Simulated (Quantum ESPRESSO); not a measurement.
# Different elements on one site among Au Hf Zr

These are calculations, not measurements. They come from Quantum ESPRESSO 7.5, a public plane-wave density functional program. Each row is one single-point run on a made-up periodic cell of eight metal atoms, with elements, volume, strain and displacements drawn at random and not relaxed, so a cell may be unstable or far from any real phase. There is no spin polarisation or spin-orbit coupling.

Settings: PBE unless stated; PseudoDojo standard norm-conserving files; Fermi-Dirac width 0.25 eV, which means electrons at about 2900 K; cutoff 1116 eV; 4 x 4 x 4 k mesh shifted half a step off Gamma. E is the free energy of the whole cell (internal energy minus TS), so a -TS column is already part of it. Stress is positive in tension, and the pressure P is minus a third of its trace.

Checks: one run of this series was repeated at a higher cutoff and on a denser mesh, which moved values by no more than 0.002 eV, 0.02 GPa and 0.008 eV/Å, and a second program with other atomic files agreed on it to 2 % rms in force and 0.5 GPa in pressure. Known limits: heavy elements are run without spin-orbit coupling, which real alloys of them have; a spin test at this wide smearing found no moment, but such smearing suppresses magnetism that the real alloy may have.

The lattice is hexagonal close-packed, and the cell vectors in Å are (0.000, 5.449, 0.000); (3.146, 0.000, 5.195); (3.146, 0.000, -5.195), a volume of 178.07 Å³. The elements on sites 1 to 8 are Au Zr Au Hf Zr Au Zr X. The runs change X and keep the cell and the displaced positions. The column v is a rough volume for each atom of the pure element, close to PBE values, from general knowledge and not from these runs. Energies are left out, as each element's file has its own zero.

| run | X | v (Å³) | -TS (eV) | force on X (eV/Å) | rms force (eV/Å) | P (GPa) |
|---|---|---|---|---|---|---|
| 1 | Mo | 15.8 | ? | ? | ? | ? |
| 2 | Al | 16.5 | -1.607 | 0.140 | 0.327 | -9.40 |
| 3 | Sc | 24.6 | -1.856 | 0.731 | 0.361 | -6.32 |
| 4 | Zr | 23.4 | -1.832 | 0.784 | 0.367 | -6.48 |
| 5 | Pd | 15.3 | -1.675 | 0.514 | 0.378 | -11.12 |

## Worked fit

A straight line through the runs shown gives P = -18.0 + 0.483 v GPa with v in Å³, an error of 0.074 on the slope and a scatter of 0.61 GPa. At this fixed volume the pressure tends to rise with the size of X.

## Withheld run

Question: what pressure should run 1, with Mo, give?

The fit gives -10.37 ± 0.75 GPa. The calculation gave -11.48 GPa.
